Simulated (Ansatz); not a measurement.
Here is the system:

Starting cell, SiO₂ (rutile):

```
CELL_PARAMETERS angstrom
      4.23588     0.00000     0.00000
      0.00000     4.23588     0.00000
      0.00000     0.00000     2.68991
ATOMIC_POSITIONS crystal
  Si 0.50000 0.50000 0.50000
  Si 0.00000 0.00000 0.00000
  O  0.80699 0.80699 0.50000
  O  0.30699 0.69301 0.00000
  O  0.69301 0.30699 0.00000
  O  0.19301 0.19301 0.50000
```

Scan: atom 5 (O, nearest neighbour Si at 1.774 Å; its periodic images, 2.7 Å or more away, move with it) is displaced along Cartesian [110], direction (0.707, 0.707, 0.000) in Cartesian axes, by s. The other atoms stay.

Calculation: PBE (plane waves to 420 eV, PAW, scalar-relativistic; Ansatz, an electronic-structure program). k mesh 6×6×10 (Γ-centred), Fermi-Dirac smearing 0.05 eV. The energy includes the smearing's −TS. SiO2 was relaxed with its symmetry unable to fall. The PAW data are Ansatz's earlier set. The zero of ΔE is the undisplaced structure.

The scan covers s from -0.350 to 0.350 Å in 11 points.

### Question
Is the energy the same for equal positive and negative displacements?

### Answer
Even: the same for both signs. With its periodic images moving along, the atom's site symmetry in this cell is mm2.

### Question
What is the force constant k = d²E/ds² of this move at s = 0?

### Answer
11.2 eV/Å².

(A displaced cell: forces are minus the slopes of the energy, force constants its curvatures, and phonons follow from these.)
